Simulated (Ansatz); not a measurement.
ZnIn$_{2}$O$_{4}$:
```
CELL_PARAMETERS angstrom
      0.00000     4.46374     4.46374
      4.46374     0.00000     4.46374
      4.46374     4.46374     0.00000
ATOMIC_POSITIONS crystal
  In 0.62500 0.62500 0.62500
  In 0.12500 0.62500 0.62500
  In 0.62500 0.12500 0.62500
  In 0.62500 0.62500 0.12500
  Zn 0.25000 0.25000 0.25000
  Zn 0.00000 0.00000 0.00000
  O  0.86901 0.86901 0.86901
  O  0.39297 0.86901 0.86901
  O  0.86901 0.39297 0.86901
  O  0.86901 0.86901 0.39297
  O  0.38099 0.38099 0.38099
  O  0.85703 0.38099 0.38099
  O  0.38099 0.85703 0.38099
  O  0.38099 0.38099 0.85703
```

Relaxed with r²SCAN. Special points in fractions of this cell's reciprocal vectors: Γ (0.000, 0.000, 0.000); X (0.500, 0.000, 0.500); U (0.625, 0.250, 0.625); K (0.375, 0.375, 0.750); L (0.500, 0.500, 0.500); W (0.500, 0.250, 0.750).

### Question
List the band energies nearest the valence-band maximum at these points for r²SCAN with spin–orbit coupling in the plane-wave PAW code Ansatz.

### Answer
In eV from the valence-band maximum; about four levels below and three above (degenerate sets whole), none deeper than 8.9 eV; points with the same levels are listed once.

```json
[
 {"k": "Γ", "below": "-0.02 -0.02 -0.02 -0.02", "above": "1.92 1.92 5.55 5.55"},
 {"k": "X", "below": "-0.12 -0.12 -0.12 -0.12", "above": "5.49 5.49 5.49 5.49"},
 {"k": "U", "below": "-0.28 -0.28 -0.04 -0.04", "above": "5.59 5.59 5.70 5.70"},
 {"k": "L", "below": "-0.01 -0.01 0.00 0.00", "above": "4.61 4.61 4.95 4.95"},
 {"k": "W", "below": "-0.19 -0.19 -0.17 -0.17", "above": "5.82 5.82 5.82 5.82"}
]
```

Space group Fd-3m (spinel). The cell is a constructed one: a structure type filled with these elements; the Crystallography Open Database copy checked does not list it. Its standing as an ambient phase is unchecked. The r²SCAN relaxation kept the symmetry of its start; whether a distortion lowers the energy is not shown.

Potentials: the earlier of the program's two PAW sets. The files were generated under PBE; for other functionals the program regenerates the frozen cores, and for LDA and PBEsol the local potential too.
